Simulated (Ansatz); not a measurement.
CdTe:
```xyz
2
Lattice="0.0000 3.2046 3.2046 3.2046 0.0000 3.2046 3.2046 3.2046 0.0000" Properties=species:S:1:pos:R:3 pbc="T T T"
Cd     0.0000     0.0000     0.0000
Te     4.8068     4.8068     4.8068
```

Relaxed with LDA. Special points in fractions of this cell's reciprocal vectors: Γ (0.000, 0.000, 0.000); X (0.500, 0.000, 0.500); U (0.625, 0.250, 0.625); K (0.375, 0.375, 0.750); L (0.500, 0.500, 0.500); W (0.500, 0.250, 0.750).

Question: List the band energies nearest the valence-band maximum at these points for LDA in the plane-wave PAW code Ansatz.

Answer: In eV from the valence-band maximum; about four levels below and three above (degenerate sets whole), none deeper than 8.9 eV; points with the same levels are listed once.

```csv
k,below,above
Γ,-8.10 -8.10 0.00 0.00 0.00,0.61 4.51 4.51 4.51
X,-7.59 -4.54 -2.00 -2.00,2.38 2.55 8.79
U,-7.53 -4.44 -2.74 -1.66,2.75 4.45 7.28
L,-7.73 -4.69 -0.83 -0.83,1.68 5.12 5.12
W,-7.49 -4.42 -2.48 -2.38,4.27 4.56 5.47
```

Space group F-43m (zinc blende). The LDA relaxation kept the symmetry of its start. Spin–orbit coupling is left out wherever it is not named.

Potentials: the earlier of the program's two PAW sets. The files were generated under PBE; for other functionals the program regenerates the frozen cores, and for LDA and PBEsol the local potential too.
